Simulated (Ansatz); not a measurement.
The start is a relaxed PbS cell with every coordinate shifted by Gaussian noise of σ = 0.2 Å. The structure is fully relaxed (lattice and positions, P = 0) with PBEsol (plane waves to 420 eV, PAW, scalar-relativistic; Ansatz, a quantum-chemistry and plane-wave program). The first steps use a coarse 7×7×7 k-mesh.

Starting cell:
```
PbS
1.0
    0.00000     2.95134     2.95134
    2.95134     0.00000     2.95134
    2.95134     2.95134     0.00000
S Pb
1 1
Direct
  0.95023   0.03476   0.97878
  0.51245   0.50511   0.51412
```

### Question
By how much does the energy per atom fall from start to end?

### Answer
0.02 eV/atom.

### Question
What band gap does the relaxed structure have at this level?

### Answer
0.19 eV, direct at L (no spin-orbit coupling).

Final values are on a 10×10×10 k-mesh of the relaxed cell. No spin polarisation in the result. Without spin-orbit coupling the bands of the heavy element are not split, so the gap can be far off.
